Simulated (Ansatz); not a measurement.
Relaxing a structure of TaAs

The start is a generated cell, TaAs built in the AFLOW prototype AB_oP4_51_e_f (B19, as in CdAu). The cell and all atomic positions are relaxed at zero pressure with PBE (plane waves to 420 eV, PAW, scalar-relativistic; Ansatz, a program for electronic structure). The first steps use a coarse 5×7×5 k-mesh.

The start:
```
CELL_PARAMETERS angstrom
      4.80486     0.00000     0.00000
      0.00000     3.18067     0.00000
      0.00000     0.00000     4.90561
ATOMIC_POSITIONS crystal
  As 0.75000 0.50000 0.31250
  As 0.25000 0.50000 0.68750
  Ta 0.75000 0.00000 0.81250
  Ta 0.25000 0.00000 0.18750
```

```json
{
  "initial_pressure": "-13 GPa (negative: the cell is under tension)",
  "largest_initial_force": "about 1.3 eV/Å, on As1, As2 (atoms numbered as listed)",
  "outcome": "The space group goes from Pmma (No. 51) to Pm-3m (No. 221); the end is CsCl type, with 2 atoms in the primitive cell",
  "energy_released": "0.28 eV/atom",
  "optimiser_moves": "8"
}
```

The end point of the relaxation:

Space group Pm-3m (No. 221); a = 3.2145 Å, b = 3.2145 Å, c = 3.2145 Å, α = 90.00°, β = 90.00°, γ = 90.00°

| atom | site | symmetry | x | y | z |
|---|---|---|---|---|---|
| As | 1a | m-3m | 0.0000 | 0.0000 | 0.0000 |
| Ta | 1b | m-3m | 0.5000 | 0.5000 | 0.5000 |

Final values are on a 14×14×14 k-mesh of the relaxed cell. No spin polarisation in the result.

The run could not lose the symmetry of its start: the end is stationary, and may be a saddle point rather than a minimum.

The relaxed structure here is a generated cell of TaAs: the first start was made by placing the elements on the sites of a structure type, and the end was not matched to a known phase here, so it may be hypothetical. Known forms of TaAs include space group No. 109.
